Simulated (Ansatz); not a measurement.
# ³⁹K nuclear quadrupole resonance in KMgH₅Se₂O₁₀

Cell: a computed structure from the Materials Project (it need not be an observed phase), taken as it stands.

```yaml
crystal:
  lattice:
    - [4.78320, 0.00000, 0.00000]
    - [-0.87104, 5.99502, 0.00000]
    - [-1.16512, -2.24511, 8.36931]
  atoms:
    - { symbol: K, position: [0.99962, 0.00363, 0.49385] }
    - { symbol: Mg, position: [0.00126, 0.00612, 0.00458] }
    - { symbol: H, position: [0.91670, 0.32299, 0.84127] }
    - { symbol: H, position: [0.07375, 0.67175, 0.15930] }
    - { symbol: H, position: [0.62197, 0.26090, 0.90271] }
    - { symbol: H, position: [0.37974, 0.74221, 0.11050] }
    - { symbol: H, position: [0.48491, 0.52880, 0.51167] }
    - { symbol: Se, position: [0.36660, 0.67912, 0.76290] }
    - { symbol: Se, position: [0.62240, 0.32244, 0.24449] }
    - { symbol: O, position: [0.47472, 0.69864, 0.58304] }
    - { symbol: O, position: [0.50450, 0.30719, 0.41625] }
    - { symbol: O, position: [0.79661, 0.20472, 0.87727] }
    - { symbol: O, position: [0.19463, 0.78876, 0.12153] }
    - { symbol: O, position: [0.17999, 0.41617, 0.73209] }
    - { symbol: O, position: [0.81805, 0.58246, 0.26972] }
    - { symbol: O, position: [0.17930, 0.89115, 0.79596] }
    - { symbol: O, position: [0.81310, 0.11076, 0.20608] }
    - { symbol: O, position: [0.65128, 0.71915, 0.90430] }
    - { symbol: O, position: [0.35188, 0.27902, 0.09148] }
```

Atoms are numbered from 1 in the order listed; like atoms form one site, named after its first atom.

The numbers come from a DFT calculation in Ansatz (PBE, plane waves and PAW, scalar-relativistic, 420 eV cutoff, Γ-centred 5×4×3 k-points, Fermi–Dirac smearing 0.02 eV).

³⁹K: I = 3/2, Q = 60.30 mb (year-2017 value). Static lattice, zero field.

Task: Predict the zero-field ³⁹K lines of each site.

Result: For I = 3/2 there is one line, ν = (|C_Q|/2)(1 + η²/3)^½.

```tsv
site	atoms	V_zz (10²¹ V/m²)	C_Q (MHz)	η	line frequencies (MHz)
K	1	1.98	2.89	0.45	1.49
```

Task: And for ⁴¹K (I = 3/2, Q = 73.40 mb) on K?

Result: C_Q scales with Q to 3.52 MHz, with lines at 1.82 MHz.

The largest force is 0.4 eV/Å, so the atoms aren't at the calculated equilibrium and relaxing them would move these values.
